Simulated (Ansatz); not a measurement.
Se in space group R-3 (No. 148; Se on 18f) at seven volumes, plane-wave PAW PBEsol (Ansatz code), shape and atoms relaxed at each. One row is withheld.

```json
[
 {"V (Å³/atom)": "22.929", "P (GPa)": "1.99"},
 {"V (Å³/atom)": "23.685", "P (GPa)": "?"},
 {"V (Å³/atom)": "24.441", "P (GPa)": "0.48"},
 {"V (Å³/atom)": "25.196", "P (GPa)": "0.00"},
 {"V (Å³/atom)": "25.952", "P (GPa)": "-0.33"},
 {"V (Å³/atom)": "26.708", "P (GPa)": "-0.53"},
 {"V (Å³/atom)": "27.464", "P (GPa)": "-0.68"}
]
```

Q: Fit the shown pressures and predict the withheld one.

A: P = (3/2)B₀(x^(7/2) − x^(5/2))[1 + (3/4)(B′ − 4)(x − 1)] with x = (V₀/V)^(2/3). Least squares on the six rows gives V₀ = 25.208 Å³/atom, B₀ = 13.0 GPa, B′ = 10.80. At V = 23.685, x = 1.0424 and P = 1.12 GPa. The run itself gave 1.11 GPa.

The first step of the workflow began from a Materials Project structure, measured or hypothetical; the Crystallography Open Database files this formula in space group No. 148, but the cells were not matched. It is not the phase usual at ambient conditions (space group No. 152). Symmetry was held in the PBEsol relaxation; its stability against distortions is not shown here. A crystal of weakly bound molecules computed without a dispersion correction: the cell and the soft elastic constants depend strongly on that.

Potentials: the later of the program's two PAW sets.
